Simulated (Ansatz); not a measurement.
MgB₂:
```cif
data_B2Mg
_chemical_formula_sum 'Mg1 B2'
_space_group_name_H-M_alt 'P6/mmm'
_space_group_IT_number 191
_space_group_name_Hall '-P 6 2'
_cell_length_a 3.07159
_cell_length_b 3.07159
_cell_length_c 3.53629
_cell_angle_alpha 90.000
_cell_angle_beta 90.000
_cell_angle_gamma 120.000
loop_
_atom_site_label
_atom_site_type_symbol
_atom_site_symmetry_multiplicity
_atom_site_Wyckoff_symbol
_atom_site_fract_x
_atom_site_fract_y
_atom_site_fract_z
_atom_site_occupancy
Mg1 Mg 1 a 0.00000 0.00000 0.00000 1
B1 B 2 d 0.33333 0.66667 0.50000 1
```

Relaxed at zero pressure with PBE (plane waves, PAW; program Ansatz).

The volume is lowered by 9 % and shape and atoms relax at that volume. What pressure results, and how do the axes share the change?

15.9 GPa; a -2.3 %, b -2.3 %, c -4.7 %; the energy rises by 40 meV/atom.

Give the new structure.


Space group P6/mmm (No. 191); a = 3.001 Å, b = 3.001 Å, c = 3.372 Å, α = 90.00°, β = 90.00°, γ = 120.00°

| atom | site | symmetry | x | y | z |
|---|---|---|---|---|---|
| Mg | 1a | 6/mmm | 0.0000 | 0.0000 | 0.0000 |
| B | 2d | -6m2 | 0.3333 | 0.6667 | 0.5000 |

The phase is kept; no other phase was compared at this pressure.

The PBE relaxation kept the symmetry of its start.

Potentials: the later of the program's two PAW sets.
